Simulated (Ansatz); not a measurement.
# Two-dimensional strain map in Hf

Theory: Ansatz, DFT PBEsol, scalar-relativistic, plane waves, PAW. The runs took a 420 eV cutoff, a Γ-centred 18×18×18 mesh and Gaussian smearing (0.15 eV). Spin–orbit coupling is left out, which can shift energies with elements as heavy as these. No spin polarisation. Energies are free energies at this smearing, counted from the undisturbed cell; pressure is positive in compression.

Reference structure (as given, not relaxed at this level; it stands at -1.5 GPa; this fcc form isn't the usual structure):

```yaml
crystal:
  lattice:
    - [0.00000, 2.22000, 2.22000]
    - [2.22000, 0.00000, 2.22000]
    - [2.22000, 2.22000, 0.00000]
  atoms:
    - { symbol: Hf, position: [0.00000, 0.00000, 0.00000] }
```

The cell is strained by p along both x and y and by q along z, fractional coordinates fixed. Points are written (p, q).

p was sampled at -0.080, -0.040, 0.000, 0.040, 0.080 and q at -0.080, -0.040, 0.000, 0.040, 0.080.

Where on the computed points is the energy highest, and how high?

At (-0.080, -0.080): 448.3 meV/atom.

Away from (0, 0), which computed point is lowest?

(0.000, -0.040): 7.6 meV/atom.

The map, in meV/atom:

```csv
p \ q,-0.080,-0.040,0.000,0.040,0.080
-0.080,448.3,297.9,193.6,128.8,98.2
-0.040,178.3,87.3,36.4,20.2,33.0
0.000,48.8,7.6,0.0,23.0,72.0
0.040,29.9,32.5,62.3,117.6,195.8
0.080,99.0,140.1,203.1,286.5,389.0
```